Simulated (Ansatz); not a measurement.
## Mg2VCr3S8: a ladder of calculations

Cell of run 1: a computed structure from the Materials Project (it need not be an observed phase), atoms as given.

Space group R-3m:H (No. 166); a = 7.2389, c = 17.7020 Å, γ = 120.00°.

```csv
site,Wyckoff,site symmetry,x,y,z
Mg,6c,3m,0.0000,0.0000,0.8752
V,3b,-3m,0.0000,0.0000,0.5000
Cr,9e,.2/m,0.1667,0.3333,0.3333
S7,6c,3m,0.0000,0.0000,0.7368
S8,18h,.m,0.8502,0.7004,0.4120
```

One atom of each set is listed; the run and its k-mesh use a cell of 14 atoms with edges of 7.23, 7.23, 7.23 Å.

Relaxed positions (PBE, cell held):

Mg (0.0000, 0.0000, 0.8754)
V (0.0000, 0.0000, 0.5000)
Cr (0.1667, 0.3333, 0.3333)
S7 (0.0000, 0.0000, 0.7368)
S8 (0.8503, 0.7006, 0.4118)

All runs are DFT with Ansatz 0.2.0 (plane waves and PAW, scalar-relativistic unless spin–orbit coupling is named, Γ-centred meshes, Fermi–Dirac smearing where given) in this cell. Start moments of run 1 as typed (μB): 2 on each V, 3 on each Cr, none on the rest.

Run 1: PBE, parallel start moments, atoms as given; 420 eV, 6×6×6 k-points, smearing 0.05 eV.
Run 2: PBE, parallel start moments, atoms relaxed; 420 eV, 6×6×6 k-points, smearing 0.05 eV.
Run 3: r2SCAN, parallel start moments, at the relaxed atoms; 500 eV, 6×6×6 k-points, smearing 0.05 eV.

```json
{"run": "1", "V V_zz (η)": "-3.24 (0.00)", "S7 V_zz (η)": "-0.44 (0.00)", "S8 V_zz (η)": "-2.23 (0.49)", "absolute moment (μB)": "12.3"}
{"run": "2", "V V_zz (η)": "?", "S7 V_zz (η)": "?", "S8 V_zz (η)": "?", "absolute moment (μB)": "?"}
{"run": "3", "V V_zz (η)": "-4.34 (0.00)", "S7 V_zz (η)": "-0.68 (0.00)", "S8 V_zz (η)": "-2.25 (0.70)", "absolute moment (μB)": "12.7"}
```

V_zz in 10²¹ V/m²; 3 of the 5 sets of like atoms are followed.

Task: Estimate the row of run 2.

Result: V: -3.26 (0.00); S7: -0.42 (0.00); S8: -2.20 (0.50); absolute moment (μB): 12.3. It lies nearest to run 1, from whose tensors on these sites it differs by 0.03 at most (largest principal value of the difference, on S8). Taken one at a time, the functional (r2SCAN with its higher cutoff) moves the tensors on these sites by up to 1.08 (largest principal value of the change, on V), the positions of the atoms (as given or relaxed) by 0.03 (S8).

Semilocal functionals can leave a metal where correlation in the d or f shell opens a gap in the real compound, and that would change the values at and beside Cr and V. The magnetic order is the one that the run reached from its start moments, not necessarily the measured one. For runs 1, 2, 3: All moments are parallel here, as the start or the cell imposes; many such compounds order antiparallel, where fields and spin densities carried over to other atoms largely cancel. In runs 1, 3 the program didn't check the stability of the electronic state in full, so a lower one may lie near. In runs 1, 2, 3 there is no gap above 0.1 eV, so the gradients can move by 10 % or more with the k-mesh.
